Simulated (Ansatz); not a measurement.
Cs₂IBrCl₆ in space group Fm-3m (No. 225; Cs on 8c, I on 4a, Br on 4b, Cl on 24e), r²SCAN in the plane-wave PAW code Ansatz, all energies at zero smearing, with the estimated change up to a 700 eV cutoff added, with one set of potentials and settings (totals compare only within such a set). Cell of 10 atoms (2 Cs, 1 I, 1 Br, 6 Cl): -28203.886 eV.

| element | reference phase | E (eV/atom) |
|---|---|---|
| Cs | Im-3m, 1 atoms in the cell | -5685.9274 |
| I | Cmce, 4 atoms in the cell | -7528.0245 |
| Br | Cmce, 4 atoms in the cell | -2792.8603 |
| Cl | Cmce, 4 atoms in the cell | -1083.6259 |

Formation energy per atom, worked out: (-28203.886 − 2×(-5685.9274) − 1×(-7528.0245) − 1×(-2792.8603) − 6×(-1083.6259))/10 = -0.939 eV/atom (-91 kJ per mol of atoms), at 0 K, without zero-point energy or fitted corrections.

The workflow started from a Materials Project entry (that database holds measured and hypothetical structures alike); the Crystallography Open Database copy checked does not list it. Whether it is the stable phase at ambient conditions was not checked. The r²SCAN relaxation kept the symmetry of its start; its stability against distortions is not shown here. The references are the lowest solids computed at this level, not always the standard phases (solids in place of the gases). Scalar-relativistic: spin–orbit coupling is off unless named, which matters more the heavier the elements.

Potentials: the later of the program's two PAW sets.
